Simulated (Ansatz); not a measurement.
Computed properties of TiAl

TiAl:
```xyz
2
Lattice="2.8120 0.0000 0.0000 -1.4060 2.4353 0.0000 0.0000 0.0000 4.5914" Properties=species:S:1:pos:R:3 pbc="T T T"
Ti     0.0000     0.0000     0.0000
Al     0.0000     1.6235     2.2957
```

Space group P-6m2 (No. 187); conventional cell a = b = 2.812 Å, c = 4.591 Å, α = β = 90.00°, γ = 120.00°.

Method: the program Ansatz at the LDA level (PAW). Structure relaxed to zero pressure with the same functional. Other levels are named where they apply.

Cell and energy:

| Quantity | Value |
|---|---|
| Volume per atom | 15.72 Å³ |
| Density | 3.95 g/cm³ |
| Formation energy from the elements (no fitted shifts) | -0.24 eV/atom |

Electronic structure:

| Property | Result |
|---|---|
| Electronic character | metallic (no gap) |
| Density of states at the Fermi level | 1.3 states/eV per atom (mean over ±0.08 eV) |

Mechanics:

| Quantity | Value |
|---|---|
| Bulk modulus (Birch–Murnaghan fit) | 115 GPa |
| Pressure derivative B′ | 3.7 |
| Elastic constants (relaxed ions, GPa) | C11 = 141, C12 = 119, C13 = 72.0, C33 = 252, C44 = 73.9 |
| Mechanical stability | stable (all eigenvalues of C positive) |
| Hill bulk and shear moduli | 117 and 36.1 GPa |
| Young's modulus | 98.1 GPa |
| Poisson's ratio | 0.36 |
| Debye temperature from the elastic constants | 404 K |

Phonons:

| Quantity | Result |
|---|---|
| Highest zone-centre frequency | 345 cm⁻¹ |
| Zone-centre stability | no imaginary mode at Γ |

The first step of the workflow began from a Materials Project structure, measured or hypothetical; the Crystallography Open Database copy checked does not list it. With Ti and Al taken as one species the cell has the higher symmetry P6_3/mmc, so it may be an ordered model of a mixed-site phase. It is not the phase usual at ambient conditions (space group No. 123). The cell was relaxed with LDA under the symmetry of its start. No spin polarisation was allowed. As this level gives no gap, shear constants depend on the k-mesh and smearing (Fermi–Dirac, 0.1 eV here). As this level gives no gap, phonon frequencies hold no LO–TO term and depend on the k-mesh and smearing (Fermi–Dirac, 0.1 eV here). Axis ratios of metals converge slowly with the k-mesh, so a and c are less sure than the volume. On the denser mesh and wider smearing of the elastic run this cell carries a stress of 0.4 GPa. The references are the lowest solids computed at this level, not always the standard phases.

Potentials: the later of the program's two PAW sets.
